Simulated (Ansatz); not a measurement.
A relaxed cell of MgCd₅Te₆ is given with its symmetry left out. The cell was found from a structure generator's guess, not taken from experiment.

Method: DFT PBE, scalar-relativistic, plane waves, PAW (Ansatz 0.2.0). Cutoff 420 eV, Γ-centred mesh, Gaussian smearing, no spin polarisation.

```
Mg Cd Te
1.0
     4.66446    0.00000    0.00000
    -2.33223    4.03954    0.00000
     0.00000    0.00000   22.89067
Mg Cd Te
1 5 6
Direct
  0.66667 0.33333 0.16563
  0.33333 0.66667 0.00215
  0.33333 0.66667 0.33177
  0.33333 0.66667 0.66677
  0.66667 0.33333 0.49919
  0.66667 0.33333 0.83434
  0.33333 0.66667 0.12745
  0.33333 0.66667 0.45705
  0.33333 0.66667 0.79216
  0.66667 0.33333 0.28919
  0.66667 0.33333 0.62456
  0.66667 0.33333 0.95973
```

The zero of energy is the elements' standard structures at the same level; no fitted shifts are applied.

Question: What space group does it have?

Answer: P3m1 (No. 156), with Mg and Cd ordered on wurtzite sites. Conventional cell: a = 4.664 Å, c = 22.891 Å. Around Mg lie 4 Te at 2.83 Å; around Cd on its first site lie 4 Te at 2.86–2.87 Å; Cd on its second site is surrounded by 4 Te at 2.86–2.87 Å; Te on its first site has 3 Mg at 2.83 Å and 1 Cd at 2.87 Å; 8 more sites not described.

Question: How far does it lie from the elements in energy?

Answer: −0.529 eV/atom. A negative formation energy is needed for stability but isn't enough: competing phases decide.

Question: Is it a metal?

Answer: No, the gap on the 6×6×2 mesh is 0.80 eV.

The last run used a 6×6×2 mesh (in the run's order of axes) for its 12-atom cell and Gaussian smearing of 0.02 eV. These runs have no spin–orbit coupling, which can matter for Te. Kohn–Sham gaps at this level usually fall short of measured ones. The missing spin–orbit coupling can work the other way here. The reference form of Te is held partly by dispersion forces, which this level lacks. Symmetry constrained the relaxation, so the result can be a saddle point.
